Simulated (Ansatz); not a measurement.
# Nuclear-site quantities of Zr3Ag as the cell is scaled

```
CELL_PARAMETERS angstrom
4.56600 0.00000 0.00000
0.00000 4.56600 0.00000
0.00000 0.00000 3.98600
ATOMIC_POSITIONS crystal
Zr 0.50000 0.50000 0.00000
Zr 0.00000 0.50000 0.50000
Zr 0.50000 0.00000 0.50000
Ag 0.00000 0.00000 0.00000
```

Atom numbers follow the list: Zr1, Zr2, Zr3, Ag4.

The cell comes from COD entry 1509571, which wasn't checked; take it as a given geometry.

Spin polarisation is left out, and whether a magnetic state lies lower isn't shown here.

These are results of Ansatz 0.2.0, DFT, LDA, all-electron PAW with datasets made for the crystal, scalar-relativistic, not measurements.

Numerical set-up: a Γ-centred 7×7×8 k mesh, Fermi–Dirac smearing of 0.05 eV, cutoff 240 eV (chosen by the program for this cell), no spin polarisation.

The contact density is the mean electron density over the nuclear volume; its changes follow the s electrons' response to bonding and compression. Changes below are taken from the unscaled cell, where it is 488451 e/Å³ at Zr1, 488446 e/Å³ at Zr2, 944576 e/Å³ at Ag4.

Volumes at which the program chose other datasets or cutoffs are left out.

The datasets are made afresh for each cell, so very small changes are uncertain.

Question: Does compression raise or lower the contact density at Ag4?

Answer: It raises it, by 9.54 e/Å³ over the whole range.

Question: Tabulate the changes with volume.

Answer: 
```json
{"V/V(cell)": "0.9600", "P (GPa)": "-0.8", "Δρ(0) Zr1 (e/Å³)": "0.93", "Δρ(0) Zr2 (e/Å³)": "0.86", "Δρ(0) Ag4 (e/Å³)": "4.96"}
{"V/V(cell)": "0.9800", "P (GPa)": "-3.0", "Δρ(0) Zr1 (e/Å³)": "0.46", "Δρ(0) Zr2 (e/Å³)": "0.42", "Δρ(0) Ag4 (e/Å³)": "2.43"}
{"V/V(cell)": "0.9900", "P (GPa)": "-4.0", "Δρ(0) Zr1 (e/Å³)": "0.23", "Δρ(0) Zr2 (e/Å³)": "0.21", "Δρ(0) Ag4 (e/Å³)": "1.20"}
{"V/V(cell)": "1.0000", "P (GPa)": "-5.0", "Δρ(0) Zr1 (e/Å³)": "0.00", "Δρ(0) Zr2 (e/Å³)": "0.00", "Δρ(0) Ag4 (e/Å³)": "0.00"}
{"V/V(cell)": "1.0100", "P (GPa)": "-5.9", "Δρ(0) Zr1 (e/Å³)": "-0.23", "Δρ(0) Zr2 (e/Å³)": "-0.21", "Δρ(0) Ag4 (e/Å³)": "-1.18"}
{"V/V(cell)": "1.0200", "P (GPa)": "-6.7", "Δρ(0) Zr1 (e/Å³)": "-0.45", "Δρ(0) Zr2 (e/Å³)": "-0.41", "Δρ(0) Ag4 (e/Å³)": "-2.34"}
{"V/V(cell)": "1.0400", "P (GPa)": "-8.4", "Δρ(0) Zr1 (e/Å³)": "-0.90", "Δρ(0) Zr2 (e/Å³)": "-0.81", "Δρ(0) Ag4 (e/Å³)": "-4.58"}
```
